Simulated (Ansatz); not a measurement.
Relaxed-ion elastic tensor of SnSe in space group Pnma (No. 62; Se on 4c, Sn on 4c) in GPa (Voigt order), r²SCAN+D4 in the plane-wave PAW code Ansatz; density 5.87 g/cm³, 27.98 Å³ per atom.

```
      1     2     3     4     5     6
-  ----  ----  ----  ----  ----  ----
1  41.0   7.9  11.1   0.0   0.0   0.0
2   7.9  70.0  27.6   0.0   0.0   0.0
3  11.1  27.6  28.8   0.0   0.0   0.0
4   0.0   0.0   0.0  31.1   0.0   0.0
5   0.0   0.0   0.0   0.0  17.2   0.0
6   0.0   0.0   0.0   0.0   0.0  15.0
```

Question: Is the crystal mechanically stable?

Answer: Yes: the smallest eigenvalue of C is 13.4 GPa.

Question: Work out the Voigt, Reuss and Hill averages.

Answer: K_V = 25.9, K_R = 22.1, K_H = 24.0; G_V = 18.9, G_R = 14.3, G_H = 16.6 GPa.

Question: Give Young's modulus, Poisson's ratio, Pugh's ratio and the universal anisotropy index.

Answer: E = 9KG/(3K + G) = 40.4 GPa; ν = 0.22; K/G = 1.45 (brittle by the Pugh limit of 1.75); A_U = 5G_V/G_R + K_V/K_R − 6 = 1.78.

Question: Estimate the sound speeds and the Debye temperature.

Answer: v_l = √((K + 4G/3)/ρ) = 2800 m/s, v_t = √(G/ρ) = 1680 m/s, mean 1860 m/s; Θ = (h/k)(3n/4πV)^(1/3) v_m = 182 K.

Question: Solve the Christoffel equation for the three sound speeds along x, y, z.

Answer: Eigenvalues of C_ijkl n_j n_l equal ρv². In km/s, slowest first: x 1.60, 1.71, 2.64; y 1.60, 2.30, 3.45; z 1.71, 2.22, 2.30.

Question: How much does each axis shrink under pressure?

Answer: Linear compressibilities β_i = Σ_j S_ij (j = 1 to 3): x 17, y 2.0, z 26 per TPa.

The cell was relaxed with r²SCAN+D4 under the symmetry of its start. Spin–orbit coupling is left out wherever it is not named.

Potentials: the later of the program's two PAW sets.
